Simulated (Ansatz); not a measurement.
BaLiF$_{3}$: moving Li off its site

BaLiF$_{3}$, Pm-3m, a = 3.989 Å (as given, not relaxed at this level: -6.0 GPa). The structure is a Materials Project entry; whether it is the stable form wasn't checked. Ansatz: LDA, PAW, 420 eV, Γ-centred 6×6×6 mesh on 5 atoms, Gaussian smearing 0.05 eV; no spin polarisation.

```
Ba Li F
1.0
     3.98858    0.00000    0.00000
     0.00000    3.98858    0.00000
     0.00000    0.00000    3.98858
Ba Li F
1 1 3
Direct
  0.00000 0.00000 0.00000
  0.50000 0.50000 0.50000
  0.00000 0.50000 0.50000
  0.50000 0.50000 0.00000
  0.50000 0.00000 0.50000
```

Atom 2 (Li) moves by x along the unit vector (0.707, 0.707, 0.000), with its periodic images; all else is held. y is the free energy of the cell over the start, F the force along the path summed over the moved atoms. Symmetry makes y even in x.

```
  x (Å) y (meV) F (eV/Å)
-0.3000    142.8      1.02
-0.1500        ?         ?
 0.0000      0.0      0.00
 0.0750      8.3     -0.22
 0.2250     77.7     -0.72
 0.2625    107.4     -0.87
```

Question: Fit y = c2 x² + c4 x⁴ to the energies of the other rows, give the force constant, and predict energy and force of the missing row.

Answer: Least squares on the rows shown. y = 1468 x² + 1319 x⁴. The force constant is 2 c2 = 2.94 eV/Å², for the cell as given, at -6.0 GPa (for all images moving together, not for a lone atom). The force −dy/dx at the missing row is 0.46 eV/Å (computed 0.46). At x = -0.1500 the fit asked for gives 33.7 meV. The run gave 33.6 meV, so the fit is 0.1 meV too high, a small miss on the scale of the series.

Symmetry holds off the tilts and polar distortions that many cubic perovskites undergo.